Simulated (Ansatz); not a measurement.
Cell and atoms are relaxed with the symmetry kept. Start:

```xyz
5
Lattice="4.0600 0.0000 0.0000 0.0000 4.0600 0.0000 0.0000 0.0000 4.0600" Properties=species:S:1:pos:R:3 pbc="T T T"
Mn    0.0000    2.0300    2.0300
Mn    2.0300    0.0000    2.0300
Mn    2.0300    2.0300    0.0000
Sn    0.0000    0.0000    0.0000
N     2.0300    2.0300    2.0300
```

All numbers below come from DFT r2SCAN, scalar-relativistic, plane waves, PAW in Ansatz.

Cutoff 500 eV; k points 10×10×10 on the computed 5-atom cell (Γ-centred); Gaussian smearing, width 0.10 eV; collinear spin from starting moments 3.43 3.43 3.43 -0.12 0 μB.

Question: What does it relax to?

Answer: The volume rises by 0.42 Å³/atom to 13.80 Å³/atom, and the energy falls by 4.9 meV/atom. The cell ends with a moment of 10.48 μB (only this magnetic start was tried). Final structure:
```
Mn Sn N
1.0
     4.10182    0.00000    0.00000
     0.00000    4.10182    0.00000
     0.00000    0.00000    4.10182
Mn Sn N
3 1 1
Cartesian
  0.0000 2.0509 2.0509
  2.0509 0.0000 2.0509
  2.0509 2.0509 0.0000
  0.0000 0.0000 0.0000
  2.0509 2.0509 2.0509
```

Course of the relaxation (steps run on the plane waves of an earlier cell, and the basis is chosen afresh near the end, so energy and pressure can step there; trial steps that raised the energy were taken back; energies are free energies):

```csv
step,E − E_final (meV/atom),P (GPa),V (Å³/atom)
1,4.9,3.78,13.38
2,0.7,1.14,13.67
3,0.3,0.00,13.80
4,0.0,0.01,13.80
```

The state reached may not be the lowest one. The program reads another magnetic order as possibly lower. Moments started parallel, and an antiferromagnetic order may lie lower.

Cost: 1 run of about 3.3 core-minutes, on AMD EPYC 7R43 (Zen 3) (shared hosts).